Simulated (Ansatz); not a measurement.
Relaxed-ion elastic tensor of SiNi₃ (Cu3Au type, Pm-3m) in GPa (Voigt order), DFT-PBEsol in the program Ansatz with PAW potentials; density 8.18 g/cm³, 10.36 Å³ per atom.

```
360  181  181  0.0  0.0  0.0
181  360  181  0.0  0.0  0.0
181  181  360  0.0  0.0  0.0
0.0  0.0  0.0  148  0.0  0.0
0.0  0.0  0.0  0.0  148  0.0
0.0  0.0  0.0  0.0  0.0  148
```

Question: Is the crystal mechanically stable?

Answer: Yes: the smallest eigenvalue of C is 148 GPa.

Question: Work out the Voigt, Reuss and Hill averages.

Answer: K_V = 240, K_R = 240, K_H = 240; G_V = 124, G_R = 117, G_H = 121 GPa.

Question: Give Young's modulus, Poisson's ratio, Pugh's ratio and the universal anisotropy index.

Answer: E = 9KG/(3K + G) = 311 GPa; ν = 0.28; K/G = 1.99 (ductile by the Pugh limit of 1.75); A_U = 5G_V/G_R + K_V/K_R − 6 = 0.30.

Question: Estimate the sound speeds and the Debye temperature.

Answer: v_l = √((K + 4G/3)/ρ) = 7010 m/s, v_t = √(G/ρ) = 3840 m/s, mean 4290 m/s; Θ = (h/k)(3n/4πV)^(1/3) v_m = 585 K.

Question: Give the Zener ratio and Young's modulus along [100], [110] and [111].

Answer: A = 2C44/(C11 − C12) = 1.64; 1/E = S11 − 2(S11 − S12 − S44/2)Γ with Γ = 0, 1/4, 1/3 gives 240, 324, 367 GPa.

Question: Solve the Christoffel equation for the three sound speeds along [100], [110], [111].

Answer: Eigenvalues of C_ijkl n_j n_l equal ρv². In km/s, slowest first: [100] 4.25, 4.25, 6.64; [110] 3.31, 4.25, 7.15; [111] 3.65, 3.65, 7.31.

The PBEsol relaxation kept the symmetry of its start; of distortions, only those at the zone centre were tested. The run is not spin-polarised. As this level gives no gap, shear constants depend on the k-mesh and smearing (Fermi–Dirac, 0.1 eV here).

Potentials: the later of the program's two PAW sets.
